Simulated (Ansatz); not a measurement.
# Two states of NaSi2MoF6

```xyz
10
Lattice="0.0000 4.0962 4.0962 4.0962 0.0000 4.0962 4.0962 4.0962 0.0000" Properties=species:S:1:pos:R:3 pbc="T T T"
Si    2.0481    2.0481    2.0481
Si    6.1442    6.1442    6.1442
F     1.9252    4.0962    4.0962
F     4.0962    1.9252    4.0962
F     6.2671    4.0962    4.0962
F     4.0962    6.2671    4.0962
F     4.0962    4.0962    1.9252
F     4.0962    4.0962    6.2671
Na    4.0962    4.0962    4.0962
Mo    0.0000    0.0000    0.0000
```

Method: LDA, with U_eff = 1.1 eV on Mo d, V = 1.53 eV between Mo d and F p within 2.31 Å (all-electron-ortho-atomic projectors); PAW, plane waves to 420 eV, 5×5×5 Γ-centred mesh, gaussian occupations (width 0.0444 eV) (Ansatz 0.2.0), atoms fixed.

State A: Mo10 up (collinear spin). State B: no moments (no spin polarisation).

Q: Compare the two self-consistent states.

A: State A is lower by 71.6 meV an atom at zero smearing; in free energy at this smearing B lies +70.9 meV an atom from A.

```tsv
state	free energy (meV/atom)	largest moment in a small sphere (μB)	net moment (μB/cell)	gap on mesh (eV)	pressure (GPa)	largest force (eV/Å)
A	0.0	1.12	2.58	metal	4.4	0.95
B	70.9	0.00	0.00	metal	2.2	0.12
```

Origin: a known structure type with other elements, at an estimated volume, so it need not be a known compound. Caveats: the state breaks the symmetry of the cell; odd electron count without spin polarisation, so a magnetic state may lie lower; the Fermi level lies in a narrow band between gaps, which spin or distortion may split.
